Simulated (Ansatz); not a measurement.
Phonons of ZnInGaO4 (InGaZnO4 type, space group R3m) at Γ.

ZnInGaO$_{4}$ (InGaZnO4 type, space group R3m)

```xyz
7
Lattice="1.6780 0.9688 8.7038 -1.6780 0.9688 8.7038 0.0000 -1.9376 8.7038" Properties=species:S:1:pos:R:3 pbc="T T T"
In     0.0000     0.0000    26.0311
Ga     0.0000     0.0000     5.5604
Zn     0.0000     0.0000    20.3982
O      0.0000     0.0000     3.5637
O      0.0000     0.0000    22.9510
O      0.0000     0.0000     7.5401
O      0.0000     0.0000    18.4015
```

All values below come from PBE (plane waves to 420 eV, PAW, scalar-relativistic; Ansatz, a quantum-chemistry and plane-wave program). Harmonic phonons by density-functional perturbation theory on a 10×10×10 k mesh, in cm⁻¹; i marks imaginary ones, q is in fractions of the reciprocal vectors of the cell shown, and the three acoustic modes at Γ are left out. The non-analytic (LO-TO) term is not included, so polar modes at Γ have their transverse values. This mesh is coarse for a metal or narrow-gap crystal: a denser one can move the values by 10 % and more. ZnInGaO4 was relaxed with its symmetry unable to fall.

| q | wavenumbers (cm⁻¹) |
|---|---|
| Γ | 86 (×2), 129 (×2), 180, 209, 309, 324 (×2), 348 (×2), 391 (×2), 466, 519 (×2), 554, 602 |

The structure shows no imaginary mode at these points (lowest 86 cm⁻¹ at Γ); other wave vectors were not tested.

Highest mode: 602 cm⁻¹ at Γ.
